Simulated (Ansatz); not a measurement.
Given:

TiC (rock salt)

```cif
data_C4Ti4
_chemical_formula_sum 'C4 Ti4'
_space_group_name_H-M_alt 'Fm-3m'
_space_group_IT_number 225
_space_group_name_Hall '-F 4 2 3'
_cell_length_a 4.29297
_cell_length_b 4.29297
_cell_length_c 4.29297
_cell_angle_alpha 90.000
_cell_angle_beta 90.000
_cell_angle_gamma 90.000
loop_
_atom_site_label
_atom_site_type_symbol
_atom_site_symmetry_multiplicity
_atom_site_Wyckoff_symbol
_atom_site_fract_x
_atom_site_fract_y
_atom_site_fract_z
_atom_site_occupancy
C1 C 4 a 0.00000 0.00000 0.00000 1
Ti1 Ti 4 b 0.50000 0.50000 0.50000 1
```
(The calculation used a cell of 2 atoms; values per cell refer to that cell.)

The volume is varied about the relaxed value V₀ at fixed cell shape. Symmetry pins the atoms to their sites.

All values below come from PBEsol (plane waves to 420 eV, PAW, scalar-relativistic; Ansatz, an electronic-structure program). k mesh 19×19×19 (Γ-centred), Fermi-Dirac smearing 0.05 eV. Energies are smeared free energies. Compression counts positive. The PAW data are Ansatz's earlier set. TiC is run without spin polarisation. TiC was relaxed with its symmetry unable to fall. ΔE is measured from the relaxed starting cell.

The scan covers V/V₀ from 0.900 to 1.100 in 13 points.

Task: What is ΔE at V/V₀ = 0.900?

Result: 98 meV/atom.

Task: What pressure does the cell carry at V/V₀ = 0.900?

Result: 34.8 GPa.

Task: What is ΔE at V/V₀ = 1.100?

Result: 70 meV/atom.

(A scan under strain: stresses follow from slopes of the energy per volume, elastic moduli from its curvatures.)
